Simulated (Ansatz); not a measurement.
Relaxed-ion elastic tensor of Ti (bcc (W type), Im-3m) in GPa (Voigt order), DFT-PBEsol in the program Ansatz with PAW potentials; density 4.81 g/cm³, 16.54 Å³ per atom.

```
98.3   121   121   0.0   0.0   0.0
 121  98.3   121   0.0   0.0   0.0
 121   121  98.3   0.0   0.0   0.0
 0.0   0.0   0.0  38.3   0.0   0.0
 0.0   0.0   0.0   0.0  38.3   0.0
 0.0   0.0   0.0   0.0   0.0  38.3
```

Task: Is the crystal mechanically stable?

Result: No: the smallest eigenvalue of C is -22.3 GPa.

This is a known high-temperature phase of the composition, computed here at zero pressure and temperature. The cell was relaxed with PBEsol under the symmetry of its start. At this level the phase is dynamically unstable (imaginary phonons). No spin polarisation was allowed. As this level gives no gap, shear constants depend on the k-mesh and smearing (Fermi–Dirac, 0.1 eV here). On the denser mesh and wider smearing of the elastic run this cell carries a stress of 0.4 GPa.

Potentials: the earlier of the program's two PAW sets.
